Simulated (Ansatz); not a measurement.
# W: zone-centre modes

The calculation used Ansatz, DFT PBEsol, scalar-relativistic, plane waves, PAW. The runs took a 420 eV cutoff, a Γ-centred 8×8×8 mesh and Gaussian smearing (0.15 eV). Spin–orbit coupling is left out, which can shift energies with elements as heavy as these. No spin polarisation.

The undisturbed cell (relaxed at this level; this form isn't the usual structure):

```
W
1.0
     5.03204    0.00000    0.00000
     0.00000    5.03204    0.00000
     0.00000    0.00000    5.03204
W
8
Direct
  0.00000 0.00000 0.00000
  0.50000 0.50000 0.50000
  0.00000 0.50000 0.25000
  0.00000 0.50000 0.75000
  0.25000 0.00000 0.50000
  0.75000 0.00000 0.50000
  0.50000 0.75000 0.00000
  0.50000 0.25000 0.00000
```

Harmonic modes by finite displacements of 0.02 Å, without the LO–TO term.

Q: At this geometry, is the structure stable against these modes?

A: Yes: no mode is imaginary beyond 10 cm⁻¹, and only the three translations lie near zero.

Q: List the wavenumbers in cm⁻¹.

A: 0, 0, 0, 100, 100, 100, 132, 132, 132, 133, 133, 133, 144, 144, 144, 189, 189, 189, 201, 201, 201, 255, 257, 257.

Cost: 1 run of about 4.9 core-minutes, on Arm Neoverse V2 (shared hosts).